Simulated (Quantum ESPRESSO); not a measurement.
## Au6IrAl (input and log of a self-consistent run)

Computed values, not a measurement. The program is pw.x of Quantum ESPRESSO 7.5 (plane-wave density functional theory). The cell is made up: eight metal atoms on a hexagonal close-packed lattice, with elements, volume, strain and displacements drawn at random and not relaxed, so it may be unstable or far from any real phase. PseudoDojo standard norm-conserving files set the functional (PBE unless stated); there is no spin polarisation or spin-orbit coupling, the Fermi-Dirac width of 0.25 eV means electrons at about 2900 K, and the masses in the input are unused placeholders. Heavy elements are run without spin-orbit coupling, which real alloys of them have. A spin test at this wide smearing found no moment, but such smearing suppresses magnetism that the real alloy may have.

Input:

```
&control calculation='scf', pseudo_dir='./dojo.nc.sr.pbe.v0_5.standard.upf', outdir='./o', disk_io='minimal', tprnfor=.true., tstress=.true. /
&system ibrav=0, nat=8, ntyp=3, nbnd=76, ecutwfc=75.99759826, nosym=.true., tot_charge=0,
 occupations='smearing', smearing='fd', degauss=0.0183746611
/
&electrons conv_thr=1.470e-08, electron_maxstep=70, mixing_beta=0.5 /
ATOMIC_SPECIES
Al 1.0 Al.upf
Au 1.0 Au.upf
Ir 1.0 Ir.upf
CELL_PARAMETERS angstrom
2.9568 0.0273 -0.0268
0.0473 5.0277 -0.0356
-0.0852 -0.0654 9.1766
ATOMIC_POSITIONS angstrom
Au -0.1402 -0.0681 0.0825
Au 0.0299 0.086 4.6599
Ir -0.0334 1.5524 2.2946
Au -0.0773 1.5329 6.7961
Au 1.4415 2.7277 -0.0617
Al 1.3732 2.4517 4.634
Au 1.6275 4.3311 2.3162
Au 1.3593 4.0781 6.7808
K_POINTS automatic
8 5 3 1 1 1
```

The log is shortened where brackets say so; the opening notice, blank lines, dates and the lines on written files are dropped, and the path of the files is cut. It prints rydbergs, bohrs and kilobars, and counts compression as positive stress. Its total energy is the free energy E - TS of the whole cell.

```
     Program PWSCF v.7.5
     Parallel version (MPI & OpenMP), running on       4 processor cores
     Number of MPI processes:                 4
     Threads/MPI process:                     1
     [start-up lines left out]
     bravais-lattice index     =            0
     lattice parameter (alat)  =       5.5880  a.u.
     unit-cell volume          =     920.3945 (a.u.)^3
     number of atoms/cell      =            8
     number of atomic types    =            3
     number of electrons       =       134.00
     number of Kohn-Sham states=           76
     kinetic-energy cutoff     =      75.9976  Ry
     charge density cutoff     =     303.9904  Ry
     scf convergence threshold =      1.5E-08
     mixing beta               =       0.5000
     number of iterations used =            8  plain     mixing
     Exchange-correlation= PBE
                           (   1   4   3   4   0   0   0)
     [axes and pseudopotential details left out]
   Cartesian axes
     site n.     atom                  positions (alat units)
         1        Au     tau(   1) = (  -0.0474122  -0.0230297   0.0278995  )
         2        Au     tau(   2) = (   0.0101114   0.0290831   1.5758624  )
         3        Ir     tau(   3) = (  -0.0112951   0.5249831   0.7759767  )
         4        Au     tau(   4) = (  -0.0261409   0.5183887   2.2982722  )
         5        Au     tau(   5) = (   0.4874795   0.9224404  -0.0208654  )
         6        Al     tau(   6) = (   0.4643821   0.8291040   1.5671037  )
         7        Au     tau(   7) = (   0.5503801   1.4646704   0.7832813  )
         8        Au     tau(   8) = (   0.4596815   1.3791121   2.2930981  )
     number of k points=    60  Fermi-Dirac smearing, width (Ry)=  0.0184
                       cart. coord. in units 2pi/alat
        k(    1) = (   0.0624599   0.0586148   0.0547039), wk =   0.0333333
        k(    2) = (   0.0605263   0.0571117  -0.1601499), wk =   0.0333333
     [further k points left out]
     Dense  grid:    82425 G-vectors     FFT dimensions: (  32,  54, 100)
     Estimated max dynamical RAM per process >     332.78 MB
     Estimated total dynamical RAM >       1.24 GB
     Initial potential from superposition of free atoms
     starting charge     133.9967, renormalised to     134.0000
     Starting wfcs are   74 randomized atomic wfcs +    2 random wfcs
     total cpu time spent up to now is        3.6 secs
     per-process dynamical memory:   270.1 Mb
     Self-consistent Calculation
     iteration #  1     ecut=    76.00 Ry     beta= 0.50
     Davidson diagonalization with overlap
     ethr =  1.00E-02,  avg # of iterations =  3.0
     total cpu time spent up to now is       13.1 secs
     total energy              =   -2011.68129735 Ry
     estimated scf accuracy    <       2.81579052 Ry
     iteration #  2     ecut=    76.00 Ry     beta= 0.50
     Davidson diagonalization with overlap
     ethr =  2.10E-03,  avg # of iterations =  5.1
     total cpu time spent up to now is       24.5 secs
     total energy              =   -2009.45094394 Ry
     estimated scf accuracy    <      58.23750033 Ry
     iteration #  3     ecut=    76.00 Ry     beta= 0.50
     Davidson diagonalization with overlap
     ethr =  2.10E-03,  avg # of iterations =  5.3
     total cpu time spent up to now is       37.3 secs
     total energy              =   -2013.11955096 Ry
     estimated scf accuracy    <       1.21586894 Ry
     iteration #  4     ecut=    76.00 Ry     beta= 0.50
     Davidson diagonalization with overlap
     ethr =  9.07E-04,  avg # of iterations =  2.2
     total cpu time spent up to now is       46.2 secs
     total energy              =   -2013.25463066 Ry
     estimated scf accuracy    <       0.29578147 Ry
     iteration #  5     ecut=    76.00 Ry     beta= 0.50
     Davidson diagonalization with overlap
     ethr =  2.21E-04,  avg # of iterations =  2.1
     total cpu time spent up to now is       54.9 secs
     total energy              =   -2013.28860114 Ry
     estimated scf accuracy    <       0.09005412 Ry
     [iterations 6 to 9 left out]
     iteration # 10     ecut=    76.00 Ry     beta= 0.50
     Davidson diagonalization with overlap
     ethr =  1.88E-08,  avg # of iterations =  2.3
     total cpu time spent up to now is      100.8 secs
     total energy              =   -2013.30036911 Ry
     estimated scf accuracy    <       0.00000406 Ry
     iteration # 11     ecut=    76.00 Ry     beta= 0.50
     Davidson diagonalization with overlap
     ethr =  3.03E-09,  avg # of iterations =  2.4
     total cpu time spent up to now is      110.1 secs
     total energy              =   -2013.30036986 Ry
     estimated scf accuracy    <       0.00000058 Ry
     iteration # 12     ecut=    76.00 Ry     beta= 0.50
     Davidson diagonalization with overlap
     ethr =  4.29E-10,  avg # of iterations =  2.9
     total cpu time spent up to now is      119.0 secs
     total energy              =   -2013.30036988 Ry
     estimated scf accuracy    <       0.00000084 Ry
     iteration # 13     ecut=    76.00 Ry     beta= 0.50
     Davidson diagonalization with overlap
     ethr =  4.29E-10,  avg # of iterations =  2.0
     total cpu time spent up to now is      127.2 secs
     total energy              =   -2013.30036997 Ry
     estimated scf accuracy    <       0.00000028 Ry
     iteration # 14     ecut=    76.00 Ry     beta= 0.50
     Davidson diagonalization with overlap
     ethr =  2.06E-10,  avg # of iterations =  1.1
     total cpu time spent up to now is      134.7 secs
     End of self-consistent calculation
     [lines on levels left out]
!    total energy              =   -2013.30036998 Ry
     estimated scf accuracy    <          9.1E-09 Ry
     smearing contrib. (-TS)   =      -0.05933019 Ry
     internal energy E=F+TS    =   -2013.24103979 Ry
     The total energy is F=E-TS. E is the sum of the following terms:
     one-electron contribution =    -740.34264308 Ry
     hartree contribution      =     441.01694860 Ry
     xc contribution           =    -358.63420427 Ry
     ewald contribution        =   -1355.28114104 Ry
     convergence has been achieved in  14 iterations
     Forces acting on atoms (cartesian axes, Ry/au):
     atom    1 type  2   force =     0.01476057    0.06831246   -0.04058595
     atom    2 type  2   force =    -0.00420895   -0.03349397   -0.05444744
     atom    3 type  3   force =     0.01098083    0.09200084    0.03959867
     atom    4 type  2   force =    -0.00685283    0.04395145    0.04926136
     atom    5 type  2   force =    -0.00394378   -0.08563336    0.02865489
     atom    6 type  1   force =     0.00248251   -0.00366520   -0.05288299
     atom    7 type  2   force =    -0.02497171   -0.07096950    0.03335741
     atom    8 type  2   force =     0.01175335   -0.01050271   -0.00295594
     Total force =     0.207870     Total SCF correction =     0.000764
     Computing stress (Cartesian axis) and pressure
          total   stress  (Ry/bohr**3)                   (kbar)     P=       54.39
   0.00019995   0.00006015   0.00002116           29.41        8.85        3.11
   0.00006015   0.00041436   0.00004389            8.85       60.95        6.46
   0.00002116   0.00004389   0.00049491            3.11        6.46       72.80
     init_run     :      3.46s CPU      3.59s WALL (       1 calls)
     electrons    :    128.64s CPU    131.03s WALL (       1 calls)
     forces       :      1.68s CPU      1.68s WALL (       1 calls)
     stress       :      5.70s CPU      5.70s WALL (       1 calls)
     [timing details left out]
     PWSCF        :   2m19.55s CPU   2m22.10s WALL
     JOB DONE.
```

In other units: free energy -27392.347 eV for the cell, pressure 5.44 GPa, largest force component 2.365 eV/Å in size. The run took 144 s of wall time with four MPI processes on a shared machine (AMD EPYC, Zen 5, virtual cores), so the time is rough. A rerun of this cell at a higher cutoff and on a denser mesh moved values by no more than 0.003 eV in energy, 0.15 GPa in stress and 0.006 eV/Å in force, and a second program with other atomic files agreed on that cell to 2 % rms in force and 0.5 GPa in pressure.